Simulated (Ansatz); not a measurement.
Relaxed TiSi2 (C49 type, space group Cmcm):

```yaml
crystal:
  lattice:
    - [1.77307, -6.78170, 0.00000]
    - [1.77307, 6.78170, 0.00000]
    - [0.00000, 0.00000, 3.57984]
  atoms:
    - { symbol: Si, position: [0.94083, 0.05917, 0.75000] }
    - { symbol: Si, position: [0.05917, 0.94083, 0.25000] }
    - { symbol: Si, position: [0.25028, 0.74972, 0.75000] }
    - { symbol: Si, position: [0.74972, 0.25028, 0.25000] }
    - { symbol: Ti, position: [0.60319, 0.39681, 0.75000] }
    - { symbol: Ti, position: [0.39681, 0.60319, 0.25000] }
```

In each cell atom 2 (Si, nearest neighbour Si at 2.404 Å; its periodic images, 3.5 Å or more away, move with it) moves by s·(0.000, 0.000, 1.000) (along Cartesian z), the rest being held.

All values below come from PBE (plane waves to 420 eV, PAW, scalar-relativistic; Ansatz, a program for electronic structure). k mesh 11×11×11 (Γ-centred), Fermi-Dirac smearing 0.05 eV. E stands for the smeared free energy. With partly filled bands, energies and forces of such displacements shift with the k mesh and the smearing. This is one of several known forms of TiSi2; the measured ambient cells at hand have space group No. 70. TiSi2 is run without spin polarisation. TiSi2 was relaxed with its symmetry unable to fall. The zero of ΔE is the undisplaced structure. The last digit holds for this mesh only.

```json
[
 {"s (Å)": "-0.240", "ΔE (meV/cell)": "397.1"},
 {"s (Å)": "-0.192", "ΔE (meV/cell)": "253.4"},
 {"s (Å)": "-0.144", "ΔE (meV/cell)": "withheld"},
 {"s (Å)": "-0.096", "ΔE (meV/cell)": "63.1"},
 {"s (Å)": "-0.048", "ΔE (meV/cell)": "15.8"},
 {"s (Å)": "0.000", "ΔE (meV/cell)": "0.0"},
 {"s (Å)": "0.048", "ΔE (meV/cell)": "15.8"},
 {"s (Å)": "0.096", "ΔE (meV/cell)": "63.1"},
 {"s (Å)": "0.144", "ΔE (meV/cell)": "withheld"},
 {"s (Å)": "0.192", "ΔE (meV/cell)": "253.4"},
 {"s (Å)": "0.240", "ΔE (meV/cell)": "397.1"}
]
```

Task: Fit an even polynomial form (powers 2, 4) to the given rows and predict ΔE at s = -0.144.

Result: Least squares on the 9 given rows: ΔE = (6838)·s² + (966.9)·s⁴, in meV/cell with s in Å; root-mean-square residual 0.02 meV/cell. At -0.144 the fit gives 142.2 meV/cell; the calculation gives 142.2 meV/cell, the same to the digits shown. The quadratic term alone would give 141.8 meV/cell.

(For displaced atoms, the force is minus the slope of the energy, and its curvature is a force constant, which sets phonon frequencies.)
